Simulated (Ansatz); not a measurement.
Ca2H3Br: computed property card

Ca2H3Br:
Space group P-3m1 (No. 164); a = 3.8932 Å, b = 3.8932 Å, c = 6.8549 Å, α = 90.00°, β = 90.00°, γ = 120.00°

| atom | site | symmetry | x | y | z |
|---|---|---|---|---|---|
| Ca | 2d | 3m. | 0.6667 | 0.3333 | 0.1850 |
| H | 2d | 3m. | 0.3333 | 0.6667 | 0.1488 |
| H | 1a | -3m. | 0.0000 | 0.0000 | 0.0000 |
| Br | 1b | -3m. | 0.0000 | 0.0000 | 0.5000 |

Space group P-3m1 (No. 164); conventional cell a = b = 3.8932 Å, c = 6.8549 Å, α = β = 90.00°, γ = 120.00°.

Method: the program Ansatz at the r²SCAN level (PAW). The cell and atoms are relaxed at this level. Other levels are named where they apply.

### Cell and energy

| Quantity | Value |
|---|---|
| Volume per atom | 15.00 Å³ |
| Density | 3.01 g/cm³ |
| Formation energy from the elements (no fitted shifts) | -1.09 eV/atom |

### Electronic structure

| Item | Value |
|---|---|
| Band gap | 2.10 eV (indirect) |
| Valence-band maximum | at A |
| Conduction-band minimum | on the H–A line, 48 % of the way from H (6 equivalent valleys) |
| Smallest direct gap on the standard path | 2.54 eV |
| Electron effective mass | 0.53, 0.66, 0.99 mₑ (principal values) |
| Electron effective mass with spin–orbit coupling | 0.53, 0.66, 0.99 mₑ (principal values) |
| Hole effective mass | 0.19, 0.19, 1.6 mₑ (principal values) |
| Hole effective mass with spin–orbit coupling | 0.19, 0.19, 1.6 mₑ (principal values) |
| HSE06 gap on the r²SCAN cell | 2.54 eV |
| Gap with spin–orbit coupling | 2.10 eV |

### Mechanics

| Property | Value |
|---|---|
| Bulk modulus (Birch–Murnaghan fit) | 44.5 GPa |
| Pressure derivative B′ | 4.2 |

### Charges

| Property | Value |
|---|---|
| Bader charges | Ca +1.50, H -0.73 to -0.71, Br -0.82 e |

The workflow started from a Materials Project entry (that database holds measured and hypothetical structures alike); the Crystallography Open Database copy checked does not list it. Its standing as an ambient phase is unchecked. The r²SCAN relaxation kept the symmetry of its start; whether a distortion lowers the energy is not shown. The references are the lowest solids computed at this level, not always the standard phases (solids in place of the gases). Scalar-relativistic: spin–orbit coupling is off unless named, which matters more the heavier the elements.

Potentials: the later of the program's two PAW sets.
